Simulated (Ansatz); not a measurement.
Si:
```yaml
crystal:
  lattice:
    - [0.00000, 5.93787, 5.93787]
    - [5.93787, 0.00000, 5.93787]
    - [5.93787, 5.93787, 0.00000]
  atoms:
    - { symbol: Si, position: [0.57032, 0.28904, 0.57032] }
    - { symbol: Si, position: [0.96096, 0.67968, 0.67968] }
    - { symbol: Si, position: [0.57032, 0.57032, 0.28904] }
    - { symbol: Si, position: [0.67968, 0.96096, 0.67968] }
    - { symbol: Si, position: [0.57032, 0.57032, 0.57032] }
    - { symbol: Si, position: [0.67968, 0.67968, 0.67968] }
    - { symbol: Si, position: [0.28904, 0.57032, 0.57032] }
    - { symbol: Si, position: [0.67968, 0.67968, 0.96096] }
```

Relaxed with PBE. Special points in fractions of this cell's reciprocal vectors: Γ (0.000, 0.000, 0.000); X (0.500, 0.000, 0.500); U (0.625, 0.250, 0.625); K (0.375, 0.375, 0.750); L (0.500, 0.500, 0.500); W (0.500, 0.250, 0.750).

Q: List the band energies nearest the Fermi level at these points for PBE in the plane-wave PAW code Ansatz.

A: In eV from the Fermi level; about four levels below and three above (degenerate sets whole), none deeper than 8.9 eV; points with the same levels are listed once.

```tsv
k	below	above
Γ	-2.25 -2.25 -0.02 -0.02 -0.02	0.14 0.14 0.96 0.96 0.96
X	-1.54 -1.54 -1.39 -1.39	0.52 0.52 1.16 1.16
U	-1.61 -1.61 -1.41 -1.20	0.49 0.51 0.88
L	-1.93 -1.93 -0.74 -0.74	0.28 0.28 0.50
W	-1.50 -1.50 -1.43 -1.43	0.49 0.49 1.23 1.23
```

Space group Fd-3m. The start of the workflow was typed in or built on a structure type. Its sites differ from those of the usual phase in this space group: another stacking or structure type. The PBE relaxation kept the symmetry of its start; whether a distortion lowers the energy is not shown. The volume moved by 44 % from the start of the relaxation. The Fermi level of a semimetal is unsure by some 0.05 eV on such meshes.

Potentials: the later of the program's two PAW sets.
